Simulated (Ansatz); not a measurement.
Ge:
Space group Fd-3m, origin choice 1 (No. 227); a = b = c = 15.245 Å, α = β = γ = 90.00°

```csv
atom,site,symmetry,x,y,z
Ge,8b,-43m,0.5000,0.5000,0.5000
Ge,32e,.3m,0.4081,0.4081,0.4081
Ge,96g,..m,0.0576,0.0576,0.2546
```
(The calculation used a cell of 34 atoms; values per cell refer to that cell.)

Relaxed with r²SCAN.

Problem. Tabulate the valence density and the electron localisation function along the shortest Ge–Ge contact (2.43 Å), plane-wave PAW r²SCAN (Ansatz code).

Solution. 

```
distance from Ge (Å)  density (e/Å³)   ELF
--------------------  --------------  ----
0.24                           27.77  0.22
0.36                           13.85  0.14
0.49                            5.58  0.19
0.61                            2.09  0.29
0.73                            0.99  0.42
0.85                            0.69  0.55
0.97                            0.60  0.66
1.09                            0.55  0.76
1.21                            0.54  0.80
1.33                            0.55  0.76
1.46                            0.60  0.66
1.58                            0.69  0.55
1.70                            0.99  0.42
1.82                            2.08  0.29
1.94                            5.55  0.19
2.06                           13.90  0.14
2.18                           27.87  0.22
```

The density is the valence pseudo-density with augmentation charge, so density and ELF within about 1 Å of a nucleus are not all-electron values.

The first step of the workflow began from a Materials Project structure, measured or hypothetical. Its sites differ from those of the usual phase in this space group: another stacking or structure type. The r²SCAN relaxation kept the symmetry of its start; its stability against distortions is not shown here.

Potentials: the earlier of the program's two PAW sets. The files were generated under PBE; for other functionals the program regenerates the frozen cores, and for LDA and PBEsol the local potential too.
